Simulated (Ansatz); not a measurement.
LiF:
```
CELL_PARAMETERS angstrom
      0.00000     2.00407     2.00407
      2.00407     0.00000     2.00407
      2.00407     2.00407     0.00000
ATOMIC_POSITIONS crystal
  Li 0.00000 0.00000 0.00000
  F  0.50000 0.50000 0.50000
```

Relaxed with PBEsol.

Q: Decompose the optical modes at the zone centre into irreducible representations, and say which are infrared and Raman allowed.

A: Point group m-3m: Γ_opt = T1u. Infrared: T1u. Raman: none.

Q: Assign frequencies (DFPT, plane-wave PAW PBEsol (Ansatz code); without the LO–TO term).

A: T1u 299 cm⁻¹.

Space group Fm-3m (rock salt). The PBEsol relaxation kept the symmetry of its start; phonons on a q-mesh show no instability.

Potentials: the later of the program's two PAW sets.
